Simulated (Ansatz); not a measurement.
A single-point run of Ansatz (plane waves, PAW) on Si3N4 (P6_3/m) from a database of computed structures, with the lines that name the functional removed. The cell was relaxed with r2SCAN and then strained (isotropic +2.0 % on every length), with the atoms relaxed again with r2SCAN; k points keep the names of the unstrained zone.

```cif
data_structure
_symmetry_space_group_name_H-M 'P 1'
_symmetry_Int_Tables_number 1
_cell_length_a 7.7578
_cell_length_b 7.7578
_cell_length_c 2.9638
_cell_angle_alpha 90.000
_cell_angle_beta 90.000
_cell_angle_gamma 120.000
_cell_volume 154.47
loop_
_atom_site_label
_atom_site_type_symbol
_atom_site_fract_x
_atom_site_fract_y
_atom_site_fract_z
_atom_site_occupancy
Si1 Si 0.22771 0.82187 0.75000 1
Si2 Si 0.40584 0.22771 0.25000 1
Si3 Si 0.82187 0.59416 0.25000 1
Si4 Si 0.17813 0.40584 0.75000 1
Si5 Si 0.59416 0.77229 0.75000 1
Si6 Si 0.77229 0.17813 0.25000 1
N1 N 0.33333 0.66667 0.75000 1
N2 N 0.66667 0.33333 0.25000 1
N3 N 0.96593 0.66910 0.75000 1
N4 N 0.29683 0.96593 0.25000 1
N5 N 0.66910 0.70317 0.25000 1
N6 N 0.33090 0.29683 0.75000 1
N7 N 0.03407 0.33090 0.25000 1
N8 N 0.70317 0.03407 0.75000 1
```

```
scf.n_extra_bands = 7 over 32 filled bands (N_el = 64.0): the run solves 39 bands
Crystal: 14 atoms, lattice volume = 154.471 Å³
Basis set: ecut = 500 eV, 3965 PW (Γ)
Symmetry: 12 space group operations
Space group: P63/m (ITA 176)
k-points: 40 of 288
NSCF: frozen V_eff on 7 k-points
SCF converged after 8 iterations
Free energy (F): -6930.458016 eV
Fermi energy:    7.331923 eV
--- Forces (eV/Å), atoms counted from 1 ---
  atom   1  Si      0.00205    -0.00154      0.00000
  atom   2  Si      0.00236      0.00100      0.00000
  atom   3  Si    -0.00031    -0.00254      0.00000
  atom   4  Si      0.00031      0.00254      0.00000
  atom   5  Si    -0.00236    -0.00100      0.00000
  atom   6  Si    -0.00205      0.00154      0.00000
  atom   7  N       0.00000      0.00000      0.00000
  atom   8  N       0.00000      0.00000      0.00000
  atom   9  N       0.00006      0.00019      0.00000
  atom  10  N     -0.00014      0.00015      0.00000
  atom  11  N       0.00020      0.00005      0.00000
  atom  12  N     -0.00020    -0.00005      0.00000
  atom  13  N     -0.00006    -0.00019      0.00000
  atom  14  N       0.00014    -0.00015      0.00000
--- Stress (GPa, compression-positive) ---
      -13.259763       0.000007       0.000000
       -0.000007     -13.259763       0.000000
        0.000000       0.000000     -14.045669
  P = ⅓ Tr σ = -13.5217 GPa (-135.217 kbar)
--- Band table (eV; the first three rows and the last of 40) ---
  k-point 0: bands = […, 5.8024, 6.1206, 6.1206, 6.9111, 6.9213, 7.1446, 12.0882, 12.1057, 12.5336, 12.5336, …]
  k-point 1: bands = […, 5.7665, 6.1422, 6.1422, 6.2692, 6.4904, 7.3319, 12.7683, 13.2090, 13.3640, 13.3640, …]
  k-point 2: bands = […, 5.6832, 5.6832, 5.8384, 6.0685, 6.0685, 7.2966, 13.3635, 13.3635, 14.0331, 14.4649, …]
  k-point 39: bands = […, 5.5119, 5.5119, 5.9693, 5.9693, 6.3103, 6.3103, 12.6902, 12.6902, 13.6397, 13.6397, …]
```

The file bands.tsv (bands near the Fermi energy, numbered from 0, rounded):
```tsv
# k_distance	band_27	band_28	band_29	band_30	band_31	band_32	band_33	band_34	band_35
# fermi_ev = 7.331923
# [0, 0, 0] at k_distance = 0.000000
# [0.5, 0, 0] at k_distance = 0.467608
# [0.3333333333, 0.3333333333, 0] at k_distance = 0.737582
# [0, 0, 0.5] at k_distance = 1.927182
# [0.5, 0, 0.5] at k_distance = 2.394790
# [0.3333333333, 0.3333333333, 0.5] at k_distance = 2.664763
# [0, 0, 0.177083] at k_distance = 3.536658
# levels_relative_to = fermi_ev
0.000	-1.211	-1.211	-0.421	-0.411	-0.187	4.756	4.774	5.202	5.202
0.468	-1.642	-1.262	-0.768	-0.305	-0.238	4.921	5.067	5.270	5.554
0.738	-1.478	-1.109	-1.109	-0.267	-0.267	5.020	5.213	5.213	5.890
1.927	-1.566	-1.566	-1.566	-1.216	-1.216	5.139	5.139	5.139	5.139
2.395	-1.794	-1.449	-1.449	-0.975	-0.975	5.147	5.147	6.233	6.233
2.665	-1.820	-1.363	-1.363	-1.022	-1.022	5.358	5.358	6.308	6.308
3.537	-1.498	-1.203	-1.203	-1.131	0.024	5.944	6.269	6.269	6.719
```
In order the rows are Γ, M, K, A, L, H, Γ–A (0.35).

Task: Which functional gave these numbers?
A. LDA
B. r2SCAN
C. r2SCANh
D. PBE

Result: B. r2SCAN. The cutoff of 500 eV is the one that these potentials recommend for a meta-GGA. There is no exchange loop, so no exact exchange. r2SCAN gives an indirect gap of 4.73 eV, from Γ–A (0.35 of the way from Γ) to Γ; the least direct gap is 4.94 eV at Γ. The log narrows the family; the member has to be judged from the numbers.

Wall time 4.9 s on 1 × NVIDIA H100 80GB HBM3 with 2 threads of AMD EPYC 7R13 Processor (Zen 3), on a shared host; peak host memory 1.3 GiB.

Spin-unpolarised throughout; all numbers are computed.
